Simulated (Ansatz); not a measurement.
**Property card for TlBr**

TlBr:
```
TlBr
1.0
    0.00000     3.75193     3.75193
    3.75193     0.00000     3.75193
    3.75193     3.75193     0.00000
Br Tl
1 1
Direct
  0.75000   0.75000   0.75000
  0.00000   0.00000   0.00000
```

Space group F-43m (No. 216), zinc blende; conventional cell a = b = c = 7.504 Å, α = β = γ = 90.00°.

Method: PBE in the plane-wave PAW code Ansatz. The cell and atoms are relaxed at this level. Other levels are named where they apply.

**Cell and energy**

- Volume per atom = 52.82 Å³
- Density = 4.47 g/cm³
- Formation energy from the elements (no fitted shifts) = -0.81 eV/atom

**Electronic structure**

- Band gap: 2.95 eV (indirect)
- Valence-band maximum: at W
- Conduction-band minimum: at X (3 equivalent valleys)
- Smallest direct gap on the standard path: 3.07 eV
- Electron effective mass: 0.54, 0.54, 1.8 mₑ (principal values)
- Hole effective mass: 1.2, 1.2, 2.4 mₑ (principal values)
- HSE06 gap on the PBE cell: 3.74 eV
- Gap with spin–orbit coupling: 2.66 eV

**Mechanics**

- Bulk modulus (Birch–Murnaghan fit) = 11.0 GPa
- Pressure derivative B′ = 4.8
- Elastic constants (relaxed ions, GPa) = C11 = 11.6, C12 = 10.7, C44 = 0.3
- Mechanical stability = stable (all eigenvalues of C positive)
- Hill bulk and shear moduli = 11.0 and 0.4 GPa
- Young's modulus = 1.1 GPa
- Poisson's ratio = 0.48
- Debye temperature from the elastic constants = 25.9 K
- Piezoelectric stress constants (proper, relaxed ions, C/m²) = e14 = e25 = e36 = 0.05

**Dielectric response**

Electronic dielectric constant ε∞ (DFPT): 3.11
Static dielectric constant ε0 (ions relaxed, cell fixed): 6.74
Born charges (a third of the trace): Br -1.46, Tl +1.46 e
Largest static χ(2) component: 30 pm/V

**Phonons**

Highest zone-centre frequency (without LO–TO term): 69 cm⁻¹
Zone-centre stability: no imaginary mode at Γ
Dynamical stability on the path: stable (no imaginary branch)
Zero-point energy: 8.6 meV/atom
Vibrational entropy at 300 K: 63.3 J/(K·mol of atoms)

**Charges**

Bader charges: Br -0.66, Tl +0.66 e

A made-up cell: these elements were put on the sites of a structure type; neither database checked (COD, Materials Project) lists it. COD files the formula under space group No. 221. Whether it is the stable phase at ambient conditions was not checked. The PBE relaxation kept the symmetry of its start. Signs of piezoelectric constants follow the polarity of the cell as given. The references are the lowest solids computed at this level, not always the standard phases. Scalar-relativistic: spin–orbit coupling is off unless named, which matters more the heavier the elements.

Potentials: the later of the program's two PAW sets.
